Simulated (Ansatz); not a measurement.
ZrPbO3: an elastic constant from a strain scan

These are results of Ansatz, DFT r2SCAN, scalar-relativistic, plane waves, PAW, not measurements. Settings: plane waves to 500 eV, k-mesh 6×6×6 (Γ-centred), Gaussian smearing 0.05 eV. Spin–orbit coupling is left out, which can shift energies with elements as heavy as these. No spin polarisation. Energies are free energies at this smearing, counted from the undisturbed cell; pressure is positive in compression.

The starting cell (relaxed at this level; it needn't be the usual structure):

```
Zr Pb O
1.0
     4.15955    0.00000    0.00000
     0.00000    4.15955    0.00000
     0.00000    0.00000    4.15955
Zr Pb O
1 1 3
Direct
  0.00000 0.00000 0.00000
  0.50000 0.50000 0.50000
  0.50000 0.00000 0.00000
  0.00000 0.00000 0.50000
  0.00000 0.50000 0.00000
```

The cell is strained by ε times the Voigt pattern (1, -1, 0, 0, 0, 0) (xx, yy, zz, yz, xz, xy; engineering shear) with fractional coordinates fixed. The cell holds 5 atoms in V0 = 71.97 Å³. The stress column is τ = (1/V0) dE/dε, got from the stress tensor σ (compression positive) at each point as −det(1 + εP) σ : P(1 + εP)⁻¹, with P the pattern as a tensor.

| ε | ΔE (meV/atom) | τ (GPa) |
| --- | --- | --- |
| -0.0525 | 59.058 | -25.980 |
| -0.0450 | 42.958 | -21.842 |
| -0.0375 | 29.579 | -17.899 |
| -0.0300 | 18.802 | -14.122 |
| -0.0225 | 10.518 | -10.476 |
| -0.0150 | 4.662 | -6.928 |
| -0.0075 | 1.171 | -3.448 |
| 0.0000 | 0.000 | 0.000 |
| 0.0075 | 1.171 | 3.448 |
| 0.0150 | 4.662 | 6.928 |
| 0.0225 | 10.518 | 10.476 |
| 0.0300 | 18.802 | 14.122 |
| 0.0375 | 29.579 | 17.899 |
| 0.0450 | 42.958 | 21.842 |
| 0.0525 | 59.058 | 25.980 |
| 0.0600 | ? | ? |

Which combination of elastic constants does this scan measure, and how large is it?

For small ε, τ = τ0 + Kε with K = pᵀCp, which for this pattern is 2(C11 − C12) in the cubic axes. The parabola through τ at ε = -0.0075, 0 and 0.0075 has slope K = 460 GPa at zero. The energies per cell, E = NΔE, of the same two points give K = 2[E(ε₊)/ε₊ − E(ε₋)/ε₋]/[(ε₊ − ε₋)V0] = 463 GPa, in agreement.

Predict the withheld row at ε = 0.0600 from the harmonic law, and compare.

ΔE = V0(τ0 ε + Kε²/2)/N = 74.347 meV/atom and τ = 27.59 GPa. The calculation gives 78.019 meV/atom and 30.35 GPa: the energy lies 5 % above the harmonic value.

Symmetry holds off the tilts and polar distortions that many cubic perovskites undergo.

Cost: 9 runs of about 0.68 core-minutes in all, on AMD EPYC 9R45 (Zen 5) (shared hosts).